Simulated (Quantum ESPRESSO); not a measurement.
Band energies of WSe₂

```
WSe2
1.0
    3.27995     0.00000     0.00000
   -1.63998     2.84052     0.00000
    0.00000     0.00000    12.78121
Se W
4 2
Direct
  0.33333   0.66667   0.88184
  0.66667   0.33333   0.11816
  0.66667   0.33333   0.38184
  0.33333   0.66667   0.61816
  0.66667   0.33333   0.75000
  0.33333   0.66667   0.25000
```

PBE (stringent potentials; Quantum ESPRESSO, PseudoDojo norm-conserving, 104 Ry, no spin-orbit coupling); path ΓMKΓALHA,LM,KH; energies in eV from the valence-band maximum.

```csv
k (1/Å),point,band 58,band 59,band 60,band 61,band 62,band 63,band 64,band 65
0.00,Γ,-1.45,-1.45,-1.19,-0.96,0.00,2.63,2.63,2.67
0.55,,-1.91,-1.79,-1.53,-1.40,-1.25,1.28,1.94,2.25
1.11,M,-2.45,-1.49,-1.37,-1.30,-1.05,2.16,2.21,2.27
1.74,K,-3.96,-2.56,-2.56,-0.48,-0.19,1.38,1.38,1.74
2.29,,-2.61,-1.81,-1.78,-1.10,-1.03,0.88,1.93,2.07
2.84,,-1.64,-1.50,-1.16,-0.80,-0.18,2.39,2.43,2.49
3.02,Γ,-1.45,-1.45,-1.19,-0.96,0.00,2.63,2.63,2.67
3.02,A,-1.49,-1.49,-1.49,-0.20,-0.20,2.63,2.63,2.63
3.18,,-1.62,-1.52,-1.52,-0.29,-0.29,2.49,2.49,2.57
3.65,,-2.24,-1.68,-1.68,-1.43,-1.43,1.73,1.73,2.01
4.13,L,-2.63,-1.37,-1.37,-1.21,-1.21,2.18,2.18,2.52
4.61,,-3.41,-2.72,-2.72,-0.50,-0.50,1.59,1.59,2.45
4.77,H,-3.40,-2.80,-2.80,-0.36,-0.36,1.38,1.38,2.35
5.09,,-3.41,-2.37,-2.37,-0.84,-0.84,1.67,1.67,2.44
5.56,,-2.15,-1.55,-1.55,-0.99,-0.99,1.58,1.58,2.15
6.04,A,-1.49,-1.49,-1.49,-0.20,-0.20,2.63,2.63,2.63
6.04,L,-2.63,-1.37,-1.37,-1.21,-1.21,2.18,2.18,2.52
6.29,M,-2.45,-1.49,-1.37,-1.30,-1.05,2.16,2.21,2.27
6.29,K,-3.96,-2.56,-2.56,-0.48,-0.19,1.38,1.38,1.74
6.53,H,-3.40,-2.80,-2.80,-0.36,-0.36,1.38,1.38,2.35
```

The PBE gap is indirect, 0.88 eV, from Γ to 43 % of the way from K to Γ; the smallest direct gap is 1.56 eV.

Spin-orbit coupling is left out, which matters for elements this heavy: edges can move by tenths of an eV.

Geometry relaxed with PBE+D3(BJ).
